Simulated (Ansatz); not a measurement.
This Ge4I structure is the end of a relaxation. The cell was found from a structure generator's guess, not taken from experiment.

All numbers below come from DFT PBE, scalar-relativistic, plane waves, PAW (Ansatz 0.2.0). Cutoff 420 eV, Γ-centred mesh, Gaussian smearing, no spin polarisation.

```cif
data_structure
_symmetry_space_group_name_H-M 'P 1'
_symmetry_Int_Tables_number 1
_cell_length_a 3.8037
_cell_length_b 3.8037
_cell_length_c 8.4488
_cell_angle_alpha 90.000
_cell_angle_beta 90.000
_cell_angle_gamma 90.000
_cell_volume 122.24
loop_
_atom_site_label
_atom_site_type_symbol
_atom_site_fract_x
_atom_site_fract_y
_atom_site_fract_z
_atom_site_occupancy
Ge1 Ge 0.50000 0.00000 0.33763 1
Ge2 Ge 0.00000 0.50000 0.66237 1
Ge3 Ge 0.50000 0.00000 0.66237 1
Ge4 Ge 0.00000 0.50000 0.33763 1
I1 I 0.00000 0.00000 0.00000 1
```

Formation energies are uncorrected and refer to the elements' standard structures at the same level.

**Question.** What space group does it have?

**Answer.** P4/mmm (No. 123). Conventional cell: a = 3.804 Å, c = 8.449 Å. Ge has 5 Ge at 2.69–2.74 Å and 2 I at 3.43 Å; I is surrounded by 8 Ge at 3.43 Å and 4 I at 3.80 Å.

**Question.** What is its formation energy per atom?

**Answer.** +0.28 eV/atom. A positive value: parting into the elements would lower its energy.

**Question.** Is it a metal?

**Answer.** Yes, bands cross the Fermi level on the 10×10×6 mesh.

**Question.** From what recipe could a structure generator have reached it?

**Answer.** One such recipe: ordered vacancies on the anion sites of antifluorite (P4/mmm, No. 123). Other recipes can lead to the same cell.

The last run used a 10×10×6 mesh (in the run's order of axes) for its 5-atom cell and Gaussian smearing of 0.10 eV. These runs have no spin–orbit coupling, which can matter for I. The reference form of I is held partly by dispersion forces, which this level lacks. A structure relaxed within its symmetry needn't be a true minimum.
